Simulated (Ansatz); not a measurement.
BaCu₂S₂:
```xyz
5
Lattice="-1.9440 1.9440 6.3206 1.9440 -1.9440 6.3206 1.9440 1.9440 -6.3206" Properties=species:S:1:pos:R:3 pbc="T T T"
Ba     0.0000     0.0000     0.0000
Cu     0.0000     1.9440     3.1603
Cu     1.9440     0.0000     3.1603
S      0.0000     0.0000     8.0924
S      0.0000     0.0000     4.5488
```

Relaxed with r²SCAN.

Question: Map the electron localisation function on the plane through (0.000, 0.000, 0.000) spanned by u = [1, 1, 0] and v = [1, 0, 1] in lattice vectors, from plane-wave PAW r²SCAN (Ansatz code).

Answer: x is the fraction of u, y of v (the angle between them is 90°; rows are the nearest grid lines); atoms in the plane: Ba at (0.00, 0.00), Cu at (0.25, 0.50), Cu at (0.75, 0.50), S at (0.64, 0.00), S at (0.36, 0.00).
```
|0089700001478400798338970048741000079800|
|0189600001478501898338981058741000069810|
|2599500011368845998338995488631100059952|
|8998300111258988997227998898521110038998|
|9996100111126899986116899986211110016999|
|9973001111112688874114788862111111003799|
|7630001112211367752002577631122111000367|
|3200001122321134420000244311232211000023|
|0000011124742112110000112112474211100000|
|0000011127972111000000001112797211100000|
|0000011127972111000000001112797211100000|
|0000011124742112110000112112474211100000|
|3200001122321134420000244311232211000023|
|7630001112211367752002577631122111000367|
|9973001111112688874114788862111111003799|
|9996100111126899986116899986211110016999|
|8998300111258988997227998898521110038998|
|2599500011368845998338995488631100059952|
|0189600001478501898338981058741000069810|
|0089700001478400798338970048741000079800|
```
Scale: ten equal steps from 0.000 (start of '0') to 0.913 (end of '9'), in the order '0123456789'; x runs from 0.000 to 1.00, y from 0.000 (bottom) to 1.00 (top).

The density is the valence pseudo-density with augmentation charge, so density and ELF within about 1 Å of a nucleus are not all-electron values.

Space group I4/mmm. The first step of the workflow began from a Materials Project structure, measured or hypothetical; the Crystallography Open Database copy checked does not list it. COD files the formula under space group No. 33, 62, so this cell is another polymorph or a model. Whether it is the stable phase at ambient conditions was not checked. The r²SCAN relaxation kept the symmetry of its start; whether a distortion lowers the energy is not shown. No spin polarisation was allowed. Spin–orbit coupling is left out wherever it is not named.

Potentials: the later of the program's two PAW sets.
